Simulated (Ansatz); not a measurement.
**InP (F-43m): effective masses from band slopes**

Method: LDA, all-electron LAPW in Ansatz 0.2.0, scalar-relativistic.

The cell comes from a PAW relaxation under the same functional.

The run reads the converged density of an earlier one (folder ck) and solves the listed points alone.

Command line:

```sh
ansatz run input.yaml --threads 1 --pin off --max-ram 3072MiB --backend cpu --events-out ev --progress --plain --runs-dir out
```

Input file:

```yaml
crystal:
  lattice:
    - [0.0, 2.91365938834, 2.91365938834]
    - [2.91365938834, 0.0, 2.91365938834]
    - [2.91365938834, 2.91365938834, 0.0]
  atoms:
    - { symbol: In, position: [0.0, 0.0, 0.0] }
    - { symbol: P, position: [0.75, 0.75, 0.75] }
kpoints:
  mp_grid: { grid: [8, 8, 8] }
scf:
  occupations: { method: fixed }
hamiltonian:
  xc: lda
  pseudopotentials: { kind: all_electron, lapw: { basis_error: 0.001 } }
output:
  eigenstates:
    kpoints:
      - [0.0, 0.0, 0.0]
      - [0.0, 0.002318616, 0.002318616]
      - [0.0, 0.004637233, 0.004637233]
      - [0.0, 0.009274466, 0.009274466]
      - [0.002318616, 0.0, 0.002318616]
      - [0.004637233, 0.0, 0.004637233]
      - [0.009274466, 0.0, 0.009274466]
      - [0.002318616, 0.002318616, 0.0]
      - [0.004637233, 0.004637233, 0.0]
      - [0.009274466, 0.009274466, 0.0]
      - [0.001639509, 0.001639509, 0.003279019]
      - [0.003279019, 0.003279019, 0.006558038]
      # ... 44 further points ...
      - [0.010709231, 0.010709231, 0.010709231]
      - [-0.000946571, -0.000946571, 0.001893142]
      - [-0.001893142, -0.001893142, 0.003786285]
      - [-0.003786285, -0.003786285, 0.00757257]
    de_dk: true
    e_range: [-3, 3.573510474302]
checkpoint:
  read: ck
  post_process_only: true
```

Output (shortened where marked):

```
Warning: RAYON_NUM_THREADS=1 ignored (pool sized by the plan → 1); use --threads N
LAPW: plane waves up to 8.084 Å⁻¹, error target 1.0e-3 eV per atom; small_component_spin mean_spin; P in spheres of 1.101 Å, 13 of its electrons in bands, Dirac shells []; In in spheres of 1.423 Å, 21 of its electrons in bands, ...
Engine: ansatz 0.2.0, aarch64-unknown-linux-gnu
Pseudopotentials: kind: all_electron
Pseudopotential: In, LAPW, valence charge 21, lapw/all_electron/scalar/gaussian/In, Koelling and Harmon's equation, gaussian nucleus
Pseudopotential: P, LAPW, valence charge 13, lapw/all_electron/scalar/gaussian/P, Koelling and Harmon's equation, gaussian nucleus
Functional definition: SPW92
  exchange = slater_x
  correlation = pw_c
Crystal: 2 atoms, lattice volume = 49.471 Å³
Basis set: ecut = 248.99122001913042 eV, 459 PW (Γ), exchange–correlation at level 2
Bands: 21, of which v1, the nominal top of the filled ones, is band 17 counted from 1 (16 counted from 0)
Symmetry: 24 space group operations
Space group: F-43m (ITA 216), of the structure as read, at distance tolerance 3.7e-5 Å
k-points: 29 of 512 (time reversal used)
Non-local potential: In, projectors of the file, none
Non-local potential: P, projectors of the file, none
Initial density: read from a saved state, or passed on in memory by an earlier SCF of this step, an earlier step, the calling program or the single point that the run made first
Stability of the state it starts from, as read at its close in the unpolarized treatment: not read negative (Ritz values of 1 − χ₀K, real part plus size of imaginary part, from 0.98 to 1.1, by its mixing steps under the symmetry ...
Initial wavefunctions: plane waves of lowest kinetic energy (no species holds an atomic orbital)
Functional: x = slater, c = lda
NSCF: frozen V_eff on 29 k-points
the basis was enlarged: its passes take 433.0 KiB over the memory plan, 1 of 1 planned eigensolver slots
SCF 1: post-processed at a frozen density
NSCF: frozen V_eff on 60 k-points
post-processed at a frozen density (a non-self-consistent diagonalisation pass)
Frozen density: held to its close (this run's Kohn–Sham map moves it by 0.754 times the closing residual that it is held to, a close tighter than 2.5e-8 e/Å³ being held as that figure; up to 4 times is held)
Free energy (F): -169185.217489 eV
Harris-Foulkes:  -169185.217489 eV  (|F-HF|=1.16e-10)
Internal energy: -169185.217489 eV  (E = F + TS)
E sigma→0 (E₀):  -169185.217489 eV
Fermi energy:    9.109588 eV
--- Per-component energies (eV) ---
  E_band       = -1580.294250
  E_kinetic    = 177098.899633
  E_xc         = -4811.965812
  E_electrostatic = -341472.151310  (all electrons and nuclei)
  E_smearing   = -0.000000  (= −TS)
  E_closure    = 0.000000  (closes the sum)
  Σ components = -169185.217489   (vs F -169185.217489, Δ=0.00e0)
```

The pass finished at the stored density.

### Masses along directions

Band extrema of a crystal from Kohn-Sham levels and slopes, searched on the fine mesh and refined; masses in electron masses from slopes a step away, negative for holes; Cartesian axes as in the input; branches counted from each extremum; the finite step makes the lightest masses up to 3 per cent heavy.

| Item | Value |
| --- | --- |
| Fine mesh | 12, 12, 12 |

```csv
side,point,k a (r.l.u.),k b (r.l.u.),k c (r.l.u.),direction,number,level from its edge (eV),band mass (mₑ)
conduction,Gamma,0,0,0,100,1,0,0.04527
conduction,Gamma,0,0,0,010,1,0,0.04527
conduction,Gamma,0,0,0,001,1,0,0.04527
conduction,Gamma,0,0,0,110,1,0,0.04531
conduction,Gamma,0,0,0,111,1,0,0.04531
conduction,Gamma,0,0,0,11-2,1,0,0.04531
conduction,L,0,0,-0.5,100,1,0.774,0.1937
conduction,L,0,0,-0.5,010,1,0.774,0.1937
conduction,L,0,0,-0.5,001,1,0.774,0.1937
conduction,L,0,0,-0.5,110,1,0.774,0.3555
conduction,L,0,0,-0.5,1-10,1,0.774,0.1332
conduction,L,0,0,-0.5,111,1,0.774,0.1486
conduction,L,0,0,-0.5,11-2,1,0.774,0.8026
valence,Gamma,0,0,0,100,1,0,-0.4115
valence,Gamma,0,0,0,100,2,0,-0.4115
valence,Gamma,0,0,0,100,3,0,-0.04507
valence,Gamma,0,0,0,010,1,0,-0.4115
valence,Gamma,0,0,0,010,2,0,-0.4115
valence,Gamma,0,0,0,010,3,0,-0.04507
valence,Gamma,0,0,0,001,1,0,-0.4115
valence,Gamma,0,0,0,001,2,0,-0.4115
valence,Gamma,0,0,0,001,3,0,-0.04507
valence,Gamma,0,0,0,110,1,0,-2.501
valence,Gamma,0,0,0,110,2,0,-0.4115
valence,Gamma,0,0,0,110,3,0,-0.04132
valence,Gamma,0,0,0,111,1,0,-0.9294
valence,Gamma,0,0,0,111,2,0,-0.9294
valence,Gamma,0,0,0,111,3,0,-0.04019
valence,Gamma,0,0,0,11-2,1,0,-0.9643
valence,Gamma,0,0,0,11-2,2,0,-0.5705
valence,Gamma,0,0,0,11-2,3,0,-0.04125
```

### Band extrema

Principal masses of single bands.

* Fine mesh: 12, 12, 12
* Band gap: 0.5735 eV
* Least direct gap on mesh: 0.5735 eV

| side | point | k a (r.l.u.) | k b (r.l.u.) | k c (r.l.u.) | valleys | level (eV over the valence top) | mass light (mₑ) | mass middle (mₑ) | mass heavy (mₑ) |
| --- | --- | --- | --- | --- | --- | --- | --- | --- | --- |
| conduction | Gamma | 0 | 0 | 0 | 1 | 0.574 | 0.04527 | 0.04527 | 0.04527 |
| conduction | L | 0 | 0 | -0.5 | 4 | 1.348 | 0.1331 | 0.1331 | 2.163 |
| valence | Gamma | 0 | 0 | 0 | 1 | 0 | – | – | – |

Caveats: no spin-orbit coupling on heavy atoms; semilocal gaps are low, and what follows the gap (onsets, screening, light masses) shifts with it; without spin-orbit coupling, bands that meet at the valence top are not the light and heavy holes of experiment.

Time and hardware: 13 s on 1 thread of Arm Neoverse V2, with other jobs on the host, peak memory 0.27 GiB.
